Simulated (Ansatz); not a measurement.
Suppose Y₃BO₄ takes space group Pm-3m (No. 221), with Y on 3d; B on 1a; O on 1b and 3c.

Level of theory: DFT PBE, scalar-relativistic, plane waves, PAW in Ansatz. Cutoff 420 eV, Γ-centred mesh, Gaussian smearing, collinear spin.

The zero of energy is the elements' standard structures at the same level (O₂ as a molecule); no fitted shifts are applied.

Question: Which cell and coordinates does it relax to?

Answer:

Space group Pm-3m (No. 221). a = 4.907 Å, b = 4.907 Å, c = 4.907 Å, α = 90.00°, β = 90.00°, γ = 90.00°
```
atom  site  symmetry       x       y       z
   Y    3d    4/mm.m  0.5000  0.0000  0.0000
   B    1a      m-3m  0.0000  0.0000  0.0000
   O    1b      m-3m  0.5000  0.5000  0.5000
   O    3c    4/mm.m  0.0000  0.5000  0.5000
```

Y is surrounded by 2 B at 2.45 Å and 4 O at 2.45 Å; B is surrounded by 6 Y at 2.45 Å; O on a site of symmetry m-3m is surrounded by 6 O at 2.45 Å (long contacts); around O on a site of symmetry 4/mmm lie 2 O at 2.45 Å and 4 Y at 2.45 Å.

Question: And its energy and gap?

Answer: The formation energy is −1.36 eV/atom and the gap on the 8×8×8 mesh of the 8-atom cell is 0 eV (a metal). The net moment per atom is 0.32 μB and the moment by site is O 1.7, 0.3 (×3) μB. Whether it is stable depends on the other phases of the system, which aren't compared here.

The last run used collinear spin and Gaussian smearing of 0.10 eV. The magnetic state reached may not be the lowest. A structure relaxed within its symmetry needn't be a true minimum. Site moments count only spheres around the atoms; the net moment includes the space between them.
